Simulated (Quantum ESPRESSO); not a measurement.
## Kohn-Sham bands of HfO$_{2}$ (P4₂/nmc)

```
CELL_PARAMETERS angstrom
      3.55802     0.00000     0.00000
      0.00000     3.55802     0.00000
      0.00000     0.00000     5.17186
ATOMIC_POSITIONS crystal
  Hf 0.50000 0.50000 0.50000
  Hf 0.00000 0.00000 0.00000
  O  0.00000 0.50000 0.69721
  O  0.00000 0.50000 0.19721
  O  0.50000 0.00000 0.80279
  O  0.50000 0.00000 0.30279
```

Cell from Materials Project (mp-1018721), symmetrised, no further relaxation. Not found in the COD (Crystallography Open Database) copy used, which has the formula in other groups; not checked further. Method: PBEsol plane waves in Quantum ESPRESSO 7.5 (PseudoDojo norm-conserving files, 68 Ry, spinors with spin-orbit coupling), Bloch states on a 6×6×4 mesh through Γ, Wannier90 4.0.1. Density: 10×10×6 mesh, cold smearing 0.01 Ry.

Question: List the Kohn-Sham levels between −8 and 7.7 eV relative to the valence-band maximum at the high-symmetry points, as a band run of pw.x on that density gives them (levels within 2 meV counted together).

Answer: 
| point | k (reciprocal lattice) | levels (eV) |
|---|---|---|
| Γ | 0.000 0.000 0.000 | -5.40 (×2), -4.82 (×2), -4.61 (×2), -4.60 (×2), -2.85 (×2), -2.47 (×2), -1.37 (×2), -1.29 (×2), -0.70 (×2), -0.14 (×2), -0.07 (×4), 4.69 (×2), 4.74 (×2), 5.97 (×2), 6.18 (×2), 6.45 (×2), 7.66 (×2) |
| X | 0.000 0.500 0.000 | -4.50 (×4), -3.20 (×4), -3.08 (×4), -2.20 (×4), -1.43 (×4), -0.14 (×4), 5.11 (×4), 6.15 (×4), 7.54 (×4) |
| M | 0.500 0.500 0.000 | -5.79 (×4), -3.08 (×4), -2.70 (×4), -1.08 (×4), -0.80 (×4), -0.54 (×4), 5.74 (×4), 6.12 (×4), 7.39 (×4) |
| Z | 0.000 0.000 0.500 | -4.10 (×4), -3.77 (×4), -3.38 (×4), -2.75 (×4), -0.64 (×4), 0.00 (×4), 5.40 (×4), 5.70 (×4) |
| R | 0.000 0.500 0.500 | -4.01 (×4), -3.62 (×4), -2.82 (×4), -1.95 (×4), -1.40 (×4), -0.94 (×4), 5.23 (×4), 5.66 (×4), 7.62 (×4) |
| A | 0.500 0.500 0.500 | -4.56 (×4), -4.54 (×4), -2.03 (×4), -1.83 (×4), -1.43 (×4), -0.05 (×4), 5.95 (×4), 6.27 (×4), 7.44 (×4), 7.59 (×4) |
